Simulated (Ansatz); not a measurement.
One crystal and one scan (energy over volume and axial ratio) at two levels, PBE (plane waves to 420 eV, PAW, scalar-relativistic; Ansatz, an electronic-structure program) and PBEsol (plane waves to 420 eV, PAW, scalar-relativistic; Ansatz), each from its own relaxed cell and on its own mesh. The cell shown is that of PBE.

ZnS (zinc blende)

```xyz
2
Lattice="0.0000 2.7217 2.7217 2.7217 0.0000 2.7217 2.7217 2.7217 0.0000" Properties=species:S:1:pos:R:3 pbc="T T T"
S      4.0826     4.0826     4.0826
Zn     0.0000     0.0000     0.0000
```

The relaxed cell is deformed in two ways at once: its volume V is scaled, and at that volume it is stretched along z (the c axis of the conventional cell) so that c/a changes. Fractional atomic positions are held.

Energies are smeared free energies. ZnS was relaxed with its symmetry unable to fall. Percentages come from the unrounded values.

```
quantity                                                       PBE  PBEsol     PBE − PBEsol
-----------------------------------------------------------  -----  ------  ---------------
Lattice constant a (Å)                                       5.443   5.357  +0.086 (+1.6 %)
Shear modulus C′ = (C11 − C12)/2 (fit, atoms clamped) (GPa)     21      21                0
```

PBE gives the higher value for: lattice constant a.

(Under strain, the slope of the energy per volume gives the stress and its curvature an elastic modulus.)
